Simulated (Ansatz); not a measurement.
ZnO in space group P6_3/mmc (No. 194; Zn on 2b, O on 2c), r²SCAN+D4 in the plane-wave PAW code Ansatz. The conduction-band minimum lies at Γ, with 1 equivalent valley. Second derivatives d²E/dk² of the lowest band at one valley (eV·Å²), along Cartesian directions:

```json
[
 {"direction": "[100]", "d²E/dk²": "46.45"},
 {"direction": "[010]", "d²E/dk²": "46.45"},
 {"direction": "[001]", "d²E/dk²": "19.78"},
 {"direction": "[110]", "d²E/dk²": "46.45"},
 {"direction": "[101]", "d²E/dk²": "33.14"},
 {"direction": "[011]", "d²E/dk²": "33.14"}
]
```

**Question.** Find the principal effective masses, the density-of-states mass and the conductivity mass.

**Answer.** Off-diagonal terms follow from H_xy = H[110] − (H_xx + H_yy)/2, and m*/mₑ = 7.620 eV·Å² over each eigenvalue: 0.16, 0.16, 0.39. One valley's DOS mass (m₁m₂m₃)^(1/3) = 0.22, conductivity mass 3/(Σ 1/mᵢ) = 0.20 mₑ.

**Question.** What effective density of states Nc follows at 300 K for parabolic valleys?

**Answer.** Nc = 2.509e19 × 1 × (0.22)^(3/2) ≈ 2.6e18 cm⁻³.

The first step of the workflow began from a Materials Project structure, measured or hypothetical; the Crystallography Open Database copy checked does not list it. It is not the phase usual at ambient conditions (space group No. 186). The r²SCAN+D4 relaxation kept the symmetry of its start; phonons show weakly imaginary modes.

Potentials: the later of the program's two PAW sets.

Edges and masses are those of Kohn–Sham bands, whose gap is no quasiparticle gap.
